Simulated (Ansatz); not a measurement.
Input and command of a calculation in Ansatz (plane waves; scalar-relativistic PAW potentials unless the input names others):

```yaml
crystal:
  lattice:
    - [-5.2773513497, -5.2773513497, 0.0]
    - [0.0, -5.2773513497, 5.2773513497]
    - [-5.2773513497, 0.0, 5.2773513497]
  atoms:
    - { symbol: Cu, position: [0.3333333333, 0.0, 0.0] }
    - { symbol: Cu, position: [0.0, 0.0, 0.0] }
    - { symbol: Cu, position: [0.6666666667, 0.3333333333, 0.0] }
    - { symbol: Cu, position: [0.3333333333, 0.3333333333, 0.0] }
    - { symbol: Cu, position: [0.0, 0.3333333333, 0.0] }
    - { symbol: Cu, position: [0.6666666667, 0.6666666667, 0.0] }
    - { symbol: Cu, position: [0.3333333333, 0.6666666667, 0.0] }
    - { symbol: Cu, position: [0.0, 0.6666666667, 0.0] }
    - { symbol: Cu, position: [0.6666666667, 0.0, 0.3333333333] }
    - { symbol: Cu, position: [0.3333333333, 0.0, 0.3333333333] }
    - { symbol: Cu, position: [0.0, 0.0, 0.3333333333] }
    - { symbol: Cu, position: [0.6666666667, 0.3333333333, 0.3333333333] }
    - { symbol: Cu, position: [0.3333333333, 0.3333333333, 0.3333333333] }
    - { symbol: Cu, position: [0.0, 0.3333333333, 0.3333333333] }
    - { symbol: Cu, position: [0.6666666667, 0.6666666667, 0.3333333333] }
    - { symbol: Cu, position: [0.3333333333, 0.6666666667, 0.3333333333] }
    - { symbol: Cu, position: [1.0, 0.6666666667, 0.3333333333] }
    - { symbol: Cu, position: [0.6666666667, 0.0, 0.6666666667] }
    - { symbol: Cu, position: [0.3333333333, 0.0, 0.6666666667] }
    - { symbol: Cu, position: [0.0, 0.0, 0.6666666667] }
    - { symbol: Cu, position: [0.6666666667, 0.3333333333, 0.6666666667] }
    - { symbol: Cu, position: [0.3333333333, 0.3333333333, 0.6666666667] }
    - { symbol: Cu, position: [1.0, 0.3333333333, 0.6666666667] }
    - { symbol: Cu, position: [0.6666666667, 0.6666666667, 0.6666666667] }
    - { symbol: Cu, position: [0.3333333333, 0.6666666667, 0.6666666667] }
    - { symbol: Cu, position: [0.0, 0.6666666667, 0.6666666667] }
basis:
  ecutwfc: 420
  xc_grid: 2
kpoints:
  mp_grid: { grid: [3, 3, 3], shift: [0.0, 0.0, 0.0] }
hamiltonian:
  xc: lda
scf:
  occupations: { method: gaussian, width: 0.1 }
  n_extra_bands: 16
output:
  forces: true
  eigenvalues: true
relax:
  adjacent_minimum: "off"
  f_tol: 0.025
  max_steps: 45
```

```bash
ansatz run input.yaml --threads 4 --pin off --max-ram 8192MiB --backend cpu --events-out ev --progress --plain --runs-dir out
```

Abridged log:
```
Basis set: ecut = 420 eV, 5769 PW (Γ), exchange–correlation on 100×100×100 points (8 copies of the dense FFT grid, shifted against one another)
Bands: 263, of which v1, the nominal top of the filled ones, is band 247 counted from 1 (246 counted from 0)
Symmetry: 48 space group operations
k-points: 4 of 27
SCF iter   1: F=—  HF=-170448.004917 eV  |F-HF|=—  |Δ(HF+E_count)|=         —  Δρ=2.15e-2  dr2=5.93e-1  ethr=1.77e-3  ⟨swp⟩=4.2  Hψ=3023  notcnv=0  defer=3
SCF iter   2: F=—  HF=-170449.732225 eV  |F-HF|=—  |Δ(HF+E_count)|=    1.73e0  Δρ=6.46e-2  dr2=6.52e0  ethr=1.20e-4  ⟨swp⟩=2.5  Hψ=2450  notcnv=0  defer=23
SCF iter   3: F=—  HF=-170447.847372 eV  |F-HF|=—  |Δ(HF+E_count)|=    1.88e0  Δρ=2.71e-3  dr2=1.50e-2  ethr=1.20e-4  ⟨swp⟩=2.8  Hψ=2250  notcnv=0  defer=26
SCF iter   4: F=—  HF=-170447.846632 eV  |F-HF|=—  |Δ(HF+E_count)|=   7.40e-4  Δρ=3.32e-3  dr2=2.11e-2  ethr=3.04e-6  ⟨swp⟩=2.0  Hψ=1734  notcnv=0  defer=26
SCF iter   5: F=—  HF=-170447.843359 eV  |F-HF|=—  |Δ(HF+E_count)|=   3.27e-3  Δρ=8.75e-4  dr2=1.49e-3  ethr=3.04e-6  ⟨swp⟩=2.0  Hψ=1581  notcnv=0  defer=26
SCF iter   6: F=—  HF=-170447.843041 eV  |F-HF|=—  |Δ(HF+E_count)|=   3.18e-4  Δρ=1.45e-4  dr2=4.85e-5  ethr=3.01e-7  ⟨swp⟩=2.0  Hψ=1593  notcnv=0  defer=26
SCF iter   7: F=-170447.843020 eV  HF=-170447.843033 eV  |F-HF|=1.27e-5  |Δ(HF+E_count)|=   7.72e-6  Δρ=7.64e-5  dr2=1.05e-5  ethr=3.16e-9  ⟨swp⟩=8.0  Hψ=4148  notcnv=0
SCF 1 converged in 7 iterations: F = -170447.843020 eV  dr2 = 1.05e-5
relax step   1: F+E_penalty+E_count = -170447.84302023 eV  Δ(F+E_penalty+E_count) = +0.000e0 eV  max|allowed force component| = 1.635e-1 eV/Å  Δτ_max = 0.0000 Å  (7 SCF iters, dr2 threshold 1.56e-5 eV, accepted)
Initial density: handed on by an earlier stage of this run
Initial wavefunctions: those handed on with the density
SCF iter   1: F=—  HF=-170447.862000 eV  |F-HF|=—  |Δ(HF+E_count)|=         —  Δρ=1.28e-3  dr2=1.76e-3  ethr=3.53e-7  ⟨swp⟩=2.2  Hψ=3277  notcnv=0  defer=27
   ...
SCF iter   3: F=—  HF=-170447.878647 eV  |F-HF|=—  |Δ(HF+E_count)|=   3.34e-4  Δρ=1.39e-3  dr2=3.48e-3  ethr=1.66e-7  ⟨swp⟩=2.2  Hψ=2020  notcnv=0  defer=27
SCF iter   4: F=—  HF=-170447.877977 eV  |F-HF|=—  |Δ(HF+E_count)|=   6.69e-4  Δρ=1.10e-4  dr2=3.00e-5  ethr=1.66e-7  ⟨swp⟩=2.0  Hψ=2014  notcnv=0  defer=27
SCF iter   5: F=—  HF=-170447.877854 eV  |F-HF|=—  |Δ(HF+E_count)|=   1.23e-4  Δρ=9.89e-5  dr2=1.82e-5  ethr=6.06e-9  ⟨swp⟩=2.0  Hψ=1982  notcnv=0  defer=27
SCF iter   6: F=—  HF=-170447.877850 eV  |F-HF|=—  |Δ(HF+E_count)|=   3.81e-6  Δρ=1.03e-5  dr2=1.04e-6  ethr=3.69e-9  ⟨swp⟩=2.0  Hψ=1577  notcnv=0  defer=27
SCF iter   7: F=-170447.877850 eV  HF=-170447.877850 eV  |F-HF|=2.25e-7  |Δ(HF+E_count)|=   1.47e-7  Δρ=1.00e-5  dr2=2.24e-7  ethr=1.65e-10  ⟨swp⟩=9.0  Hψ=3827  notcnv=0
SCF 3 converged in 7 iterations: F = -170447.877850 eV  dr2 = 2.24e-7
relax step   3: F+E_penalty+E_count = -170447.87785011 eV  Δ(F+E_penalty+E_count) = -1.688e-2 eV  max|allowed force component| = 2.109e-3 eV/Å  Δτ_max = 0.0158 Å  (7 SCF iters, dr2 threshold 8.13e-7 eV, accepted)
SCF iter   1: F=—  HF=-170447.877850 eV  |F-HF|=—  |Δ(HF+E_count)|=         —  Δρ=9.97e-6  dr2=2.23e-7  ethr=4.52e-11  ⟨swp⟩=1.0  Hψ=2672  notcnv=0
   ...
  atom   7  Cu     0.00112889    -0.00112889    -0.00112889
  atom   8  Cu     0.00211952     0.00000000     0.00211952
  atom   9  Cu     0.00211952     0.00000000    -0.00211952
  atom  10  Cu     0.00000000    -0.00211952    -0.00211952
  atom  11  Cu     0.00112889    -0.00112889     0.00112889
  atom  12  Cu    -0.00112889    -0.00112889    -0.00112889
  atom  13  Cu     0.00000000     0.00000000     0.00032374
  atom  14  Cu     0.00112889     0.00112889    -0.00112889
  atom  15  Cu     0.00211952    -0.00211952     0.00000000
  atom  16  Cu     0.00000000     0.00032374     0.00000000
  atom  17  Cu    -0.00032374     0.00000000     0.00000000
  atom  18  Cu    -0.00211952     0.00000000     0.00211952
  atom  19  Cu    -0.00112889     0.00112889    -0.00112889
  atom  20  Cu     0.00000000     0.00211952     0.00211952
  atom  21  Cu    -0.00211952     0.00211952     0.00000000
  atom  22  Cu     0.00032374     0.00000000     0.00000000
  atom  23  Cu     0.00000000    -0.00032374     0.00000000
  atom  24  Cu     0.00112889     0.00112889     0.00112889
  atom  25  Cu    -0.00112889    -0.00112889     0.00112889
  atom  26  Cu     0.00000000     0.00000000    -0.00032374
--- Relaxed structure (4 steps of the walk, 4 accepted, 0 SCFs on fresh bases) ---
  F+E_penalty+E_count = -170447.87785030 eV   max|allowed force component| = 2.120e-3 eV/Å
  atoms:
    - { symbol: Cu, position: [0.33636481, 0.0, 0.0] }
    - { symbol: Cu, position: [-0.00303147, 0.0, 0.0] }
    - { symbol: Cu, position: [0.66666666, 0.33030185, 0.0] }
    - { symbol: Cu, position: [0.33636481, 0.33030185, 0.0] }
    - { symbol: Cu, position: [9.79944786e-5, 0.33343132, -0.00029398] }
    - { symbol: Cu, position: [0.66666666, 0.66969814, 0.0] }
    - { symbol: Cu, position: [0.33323533, 0.66656867, 0.00029398] }
    - { symbol: Cu, position: [-0.00303147, 0.66969814, 0.0] }
    - { symbol: Cu, position: [0.66666666, 0.0, 0.33030185] }
    - { symbol: Cu, position: [0.33636481, 0.0, 0.33030185] }
    - { symbol: Cu, position: [9.79944786e-5, -0.00029398, 0.33343132] }
    - { symbol: Cu, position: [0.66637268, 0.33343132, 0.33343132] }
    - { symbol: Cu, position: [0.33416787, 0.33249878, 0.33249878] }
    - { symbol: Cu, position: [9.79944786e-5, 0.33343132, 0.33343132] }
    - { symbol: Cu, position: [0.66666666, 0.66969814, 0.33030185] }
    - { symbol: Cu, position: [0.33416787, 0.66750121, 0.33249878] }
    - { symbol: Cu, position: [0.99916545, 0.66750121, 0.33249878] }
    - { symbol: Cu, position: [0.66666666, 0.0, 0.66969814] }
    - { symbol: Cu, position: [0.33323533, 0.00029398, 0.66656867] }
    - { symbol: Cu, position: [-0.00303147, 0.0, 0.66969814] }
    - { symbol: Cu, position: [0.66666666, 0.33030185, 0.66969814] }
    - { symbol: Cu, position: [0.33416787, 0.33249878, 0.66750121] }
    - { symbol: Cu, position: [0.99916545, 0.33249878, 0.66750121] }
    - { symbol: Cu, position: [0.66696065, 0.66656867, 0.66656867] }
    - { symbol: Cu, position: [0.33323533, 0.66656867, 0.66656867] }
    - { symbol: Cu, position: [-0.00083454, 0.66750121, 0.66750121] }
```

Apart from outputs, the input differs from a reference run on usual settings in kpoints.mp_grid.grid: [4, 4, 4] → [3, 3, 3]; scf.n_extra_bands: not typed → 16. The reference, at the same start, ended its own course with largest force 0.003 eV/Å, no gap on the mesh. This run converged in 22 SCF iterations over all its steps (reference: 26) with an energy at zero smearing 23.00 meV/atom below the reference's, largest force 0.003 eV/Å, no gap on the mesh. Its k mesh is looser than usual, and the result moved.

The run took 36 s on 4 threads of Intel(R) Xeon(R) Processor @ 2.70GHz, on a shared host, peak memory 1.6 GiB.